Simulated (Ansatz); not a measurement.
Values for one crystal, relaxed and computed with PBE (plane waves, PAW; program Ansatz); other levels are named.

```yaml
volume_per_atom: 8.60 Å³
electronic_character: metallic (no gap)
Formation energy from the elements (no fitted shifts): -0.16 eV/atom
Density of states at the Fermi level: 0.52 states/eV per atom (mean over ±0.08 eV)
```

Task: Pick the material that matches.
A. VSi2, P6_222 (V on 3c, Si on 6i)
B. Co2SiB2, Cmmm (Si on 2a, Co on 4j, B on 4i)
C. CoPtO2, R-3m (Co on 3b, Pt on 3a, O on 6c)
D. CaB6, Pm-3m (Ca on 1a, B on 6f)

Result: B, Co2SiB2, Cmmm (Si on 2a, Co on 4j, B on 4i)

The start of the workflow was typed in or built on a structure type; neither database checked (COD, Materials Project) lists it. Whether it is the stable phase at ambient conditions was not checked. The PBE relaxation kept the symmetry of its start; whether a distortion lowers the energy is not shown. The workflow began spin-polarised and lost its moments. The references are the lowest solids computed at this level, not always the standard phases.

Potentials: the later of the program's two PAW sets.
